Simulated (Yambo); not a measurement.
G0W0@LDA for Mg2Si (space group Fm-3m, No. 225) in Yambo. Reference settings: 4×4×4 Γ-centred k mesh, bands 9 to 143 and a 10 Ry block in the screening, 143 bands in G with the Bruneval-Gonze terminator, plasmon pole fitted at 27.2 eV. The LDA gap Γ → X on this mesh is 0.12 eV; G0W0 gaps are taken between the same points.

Gap (Γ → X) in eV against the number of bands and the screening block, terminator on:

| bands (W and G) | 2 Ry | 4 Ry | 6 Ry | 8 Ry | 10 Ry |
|---|---|---|---|---|---|
| 31 | 0.407 | 0.548 | 0.583 | 0.587 | 0.589 |
| 51 | 0.382 | 0.567 | 0.624 | 0.633 | 0.637 |
| 77 | 0.380 | 0.578 | 0.654 | 0.667 | 0.674 |
| 110 | 0.380 | 0.583 | 0.672 | 0.689 | 0.698 |
| 143 | 0.380 | 0.585 | 0.679 | 0.699 | 0.711 |

Rough cost of the Yambo step against the reference (shared machines):

```tsv
bands (W and G)	2 Ry	4 Ry	6 Ry	8 Ry	10 Ry
31	1/7	1/7	1/6	1/5	1/3
51	1/6	1/6	1/4	1/3	1/2
77	1/5	1/4	1/3	1/3	~1
110	1/3	1/3	1/2	~1	~1
143	1/3	1/3	~1	~1	1
```

At the largest block the last step in bands moves the gap by 0.013 eV; at the most bands the last step in the block moves it by 0.012 eV.

Geometry relaxed with LDA; primitive cell a = 4.426 Å, b = 4.426 Å, c = 4.426 Å, α = 60.00°, β = 60.00°, γ = 60.00°.
